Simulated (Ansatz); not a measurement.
AlSn: a run of Ansatz with trial settings.

```yaml
crystal:
  lattice:
    - [4.1981056157, 0.0, 0.0]
    - [-2.0990528078, 3.6356661109, 0.0]
    - [0.0, 0.0, 3.306847]
  atoms:
    - { symbol: Al, position: [0.0, 0.0, 0.0] }
    - { symbol: Sn, position: [0.3333333333, 0.6666666667, 0.5], spin: 1.0 }
total_charge: 0.25
basis:
  ecutwfc: "33 Ry"
  ecutrho_ratio: 1
kpoints:
  mp_grid: { grid: [3, 3, 1] }
hamiltonian:
  xc: pbe
scf:
  occupations: { method: gaussian, width: 0.1 }
  lower_state_search: "off"
  max_iter: 52
output:
  forces: true
  stress: true
  eigenvalues: true
  populations: true
magnetization:
  spin_polarized: true
```

Command:

```bash
ansatz run input.yaml --threads 1 --pin off --max-ram 1331MiB --backend cpu --events-out ev --progress --plain --runs-dir out
```

Output, shortened (HF is the Harris–Foulkes energy, dr2 the density residual in eV):

```text
Warning: basis.ecutrho_ratio = 1 (ecutrho = 448.9878 eV) is below the records' recommended 1680 eV
Pseudopotential: Al, paw, valence charge 3, recommended cutoff 420 eV (normal)
Pseudopotential: Sn, paw, valence charge 14, recommended cutoff 420 eV (normal)
Crystal: 2 atoms, lattice volume = 50.472 Å³
Basis set: ecut = 448.9878 eV, 1109 PW (Γ), exchange–correlation on 48×48×36 points (8 copies of the dense FFT grid, shifted against one another)
Bands: 13, of which v1, the nominal top of the filled ones, is band 8 counted from 1 (7 counted from 0)
Symmetry: 12 space group operations
Space group: P-6m2 (ITA 187), of the structure as read, at distance tolerance 3.7e-5 Å
k-points: 3 of 9 (time reversal used)
Initial density: superposition of atomic densities
Starting moments: Σ|m| = 1 μB on 1 of 2 sites
SCF iter   1: HF=-6564.781434 eV  Δρ=4.88e-2 (↑2.73e-2 ↓4.88e-2) dr2=3.55e-1  dr2_m=6.20e-1  M=0.426 μB ∫|m|=0.427 μB
SCF iter   2: HF=-6564.752671 eV  Δρ=3.23e-2 (↑2.11e-2 ↓3.23e-2) dr2=1.04e-1  dr2_m=3.09e-1  M=0.509 μB ∫|m|=0.510 μB
SCF iter   3: HF=-6564.761313 eV  Δρ=1.89e-2 (↑1.79e-2 ↓1.89e-2) dr2=8.90e-3  dr2_m=1.54e-1  M=0.527 μB ∫|m|=0.529 μB
SCF iter   4: HF=-6564.779756 eV  Δρ=1.31e-2 (↑1.28e-2 ↓1.31e-2) dr2=1.40e-4  dr2_m=7.73e-2  M=0.529 μB ∫|m|=0.531 μB
   ...
SCF iter  15: F=-6564.807314 eV  HF=-6564.807314 eV  Δρ=7.95e-7 (↑7.95e-7 ↓7.66e-7) dr2=9.63e-11  dr2_m=2.53e-10  M=0.627 μB ∫|m|=0.642 μB
SCF iter  16: F=-6564.807314 eV  HF=-6564.807314 eV  Δρ=4.51e-7 (↑3.24e-7 ↓4.51e-7) dr2=1.04e-10  dr2_m=6.08e-11  M=0.627 μB ∫|m|=0.642 μB
SCF iter  17: F=-6564.807314 eV  HF=-6564.807314 eV  Δρ=1.79e-8 (↑1.57e-8 ↓1.79e-8) dr2=1.07e-13  dr2_m=1.13e-13  M=0.627 μB ∫|m|=0.642 μB
SCF 1 converged in 17 iterations: F = -6564.807314 eV  dr2 = 1.07e-13
SCF converged after 17 iterations
Magnetization: 0.6266 μB (8.6883 up, 8.0617 down)
Absolute magnetization: 0.6390 μB (∫|ρ↑−ρ↓|, with the PAW one-centre terms)
Per-site moments (μB) at R_I (Å): [(0.1677, 1.2102), (0.0895, 1.2102)]
Free energy (F): -6564.807314 eV
E sigma→0 (E₀):  -6564.800665 eV
Entropy (-TS):   -0.013297 eV (-6.649 meV/atom)
Fermi energy:    8.668149 eV
--- Forces (eV/Å), atoms counted from 1 ---
  atom   1  Al     0.00000000     0.00000000     0.00000000
  atom   2  Sn    -0.00000000    -0.00000000     0.00000000
--- Stress (GPa, compression-positive) ---
       32.863473      -0.000000       0.000000
       -0.000000      32.863473       0.000000
        0.000000       0.000000     -85.427830
  P = ⅓ Tr σ = -6.5670 GPa (-65.670 kbar)
```

The run took 2.4 s on 1 thread of Arm Neoverse N1, with other jobs on the host, peak memory 0.31 GiB.

Settings here are deliberately varied, not converged. The charged cell sits in a uniform compensating background.